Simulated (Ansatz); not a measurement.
The calculation used Ansatz 0.2.0, DFT PBE, scalar-relativistic, plane waves, PAW. All cells share a 420 eV cutoff and Γ-centred k meshes spaced at most about 0.3 Å⁻¹ (about 0.25 or finer for metals, 2π included). No spin polarisation in the final relaxations.

Formation energies are uncorrected and refer to the elements' standard structures at the same level.

A relaxed structure of Sb3As has 25.15 Å³/atom, +0.27 eV/atom against the elements, no gap on its mesh:

```
Sb As
1.0
     3.65979    0.00000    0.00000
     0.00000    3.65979    0.00000
     0.00000    0.00000    7.51155
Sb As
3 1
Direct
  0.50000 0.50000 0.22456
  0.50000 0.50000 0.77544
  0.00000 0.00000 0.50000
  0.00000 0.00000 0.00000
```

Task: Predict cell, energy and gap of Si3As with the same space group and Wyckoff sites.

Result: Si3As has a = 3.322 Å, c = 5.766 Å: 15.91 Å³/atom, +0.52 eV/atom against the elements, no gap on its mesh. The volume per atom changes by -36.8 % and the formation energy by +0.24 eV/atom (from unrounded values). Covalent radii: Sb 1.39 Å, Si 1.11 Å; electronegativities 2.05 and 1.90. The cell follows the size of the atom. Around Si on a site of symmetry 4mm lie 5 Si at 2.59–2.68 Å, 4 As at 2.83 Å and 5 Si at 3.17–3.32 Å; around Si on a site of symmetry 4/mmm lie 8 Si at 2.68 Å, 2 As at 2.88 Å and 4 Si at 3.32 Å; As is surrounded by 10 Si at 2.83–2.88 Å and 4 As at 3.32 Å.

```cif
data_structure
_symmetry_space_group_name_H-M 'P4/mmm'
_symmetry_Int_Tables_number 123
_cell_length_a 3.3218
_cell_length_b 3.3218
_cell_length_c 5.7663
_cell_angle_alpha 90.000
_cell_angle_beta 90.000
_cell_angle_gamma 90.000
_cell_volume 63.63
loop_
_atom_site_label
_atom_site_type_symbol
_atom_site_symmetry_multiplicity
_atom_site_Wyckoff_symbol
_atom_site_fract_x
_atom_site_fract_y
_atom_site_fract_z
_atom_site_occupancy
Si1 Si 2 h 0.50000 0.50000 0.27516 1
Si2 Si 1 b 0.00000 0.00000 0.50000 1
As1 As 1 a 0.00000 0.00000 0.00000 1
```

The two cells were relaxed from separate starts that ended on the same group and sites; neither need be the stable form of its compound. Spin–orbit coupling, which can matter for Sb, is left out. In Si3As P4/mmm an odd number of electrons in the primitive cell allows no gap without spin; a larger cell or a magnetic state could open one. A magnetic state wasn't ruled out in cells without spin, among them Si3As P4/mmm. The reference form of As is held partly by dispersion forces, which this level lacks. Cells relaxed within their symmetry can be saddle points; a later kick test found a lower structure for Si3As P4/mmm.
